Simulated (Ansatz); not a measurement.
GaSb (zinc blende, F-43m) at seven volumes, DFT-r²SCAN in the program Ansatz with PAW potentials, scaled uniformly. One row is withheld.

| V (Å³/atom) | P (GPa) |
|---|---|
| 26.220 | 6.31 |
| 27.085 | 3.84 |
| 27.949 | 1.76 |
| 28.814 | 0.01 |
| 29.678 | ? |
| 30.542 | -2.64 |
| 31.407 | -3.69 |

Q: Fit the shown pressures and predict the withheld one.

A: P = (3/2)B₀(x^(7/2) − x^(5/2))[1 + (3/4)(B′ − 4)(x − 1)] with x = (V₀/V)^(2/3). Least squares on the six rows gives V₀ = 28.826 Å³/atom, B₀ = 52.9 GPa, B′ = 4.87. At V = 29.678, x = 0.9808 and P = -1.44 GPa. The run itself gave -1.47 GPa.

Symmetry was held in the r²SCAN relaxation; of distortions, only those at the zone centre were tested. Spin–orbit coupling is left out wherever it is not named.

Potentials: the later of the program's two PAW sets.
